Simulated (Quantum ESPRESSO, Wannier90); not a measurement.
Tight-binding from DFT: MgBr2 (CdI2 type)

```
begin unit_cell_cart
ang
    3.8574699938    0.0000000000    0.0000000000
   -1.9287349969    3.3406670090    0.0000000000
    0.0000000000    0.0000000000    6.4019200000
end unit_cell_cart
begin atoms_frac
Mg   0.0000000000  0.0000000000  0.0000000000
Br   0.3333333333 -0.3333333333  0.2334800000
Br  -0.3333333333  0.3333333333 -0.2334800000
end atoms_frac
```

Materials Project entry mp-30034; symmetrised, unrelaxed at this level. COD (Crystallography Open Database) has an entry of this formula and space group (matched by these alone). Level: PBEsol, no spin polarisation, no spin-orbit coupling; pw.x of Quantum ESPRESSO at 68 Ry with PseudoDojo potentials, 12×12×6 k-points, Wannier90. Density: 12×12×6 mesh, cold smearing 0.01 Ry. The cell is built of weakly bound layers, chains or molecules, whose nearest atoms lie 4.07 Å apart. Database cells relaxed without dispersion often hold them too far apart, which can enlarge gaps and weakens couplings between them; spacing and stacking were not compared with the measured crystal. Spin-orbit coupling, left out, would split the p-like bands by a few tenths of an eV.

Bands 5-12 form an isolated set from -13.79 to 0.00 eV relative to the valence-band maximum (on the path) and are turned into 8 Wannier functions by minimising the spread from the start: SCDM (isolated).

Task: Where do the functions sit, how wide are they and what are they made of?

Result: 
```
functions  spread (Å²)  nearest atom, distance (Å)  second atom, distance (Å)             weight on atomic waves
---------  -----------  --------------------------  -------------------------  ---------------------------------
6                 1.29                     Br 0.58                    Mg 2.11  Br 4p 72 %, Br 4s 21 %, Mg 3s 5 %
2                 1.25                     Br 0.42                    Mg 2.94             Br 4p 66 %, Br 4s 33 %
```

Ω_I = 8.68 Å², Ω_total = 10.27 Å²; the interpolated bands follow pw.x to 0.0 meV rms on the path. It is the lowest total spread that any start reached here.
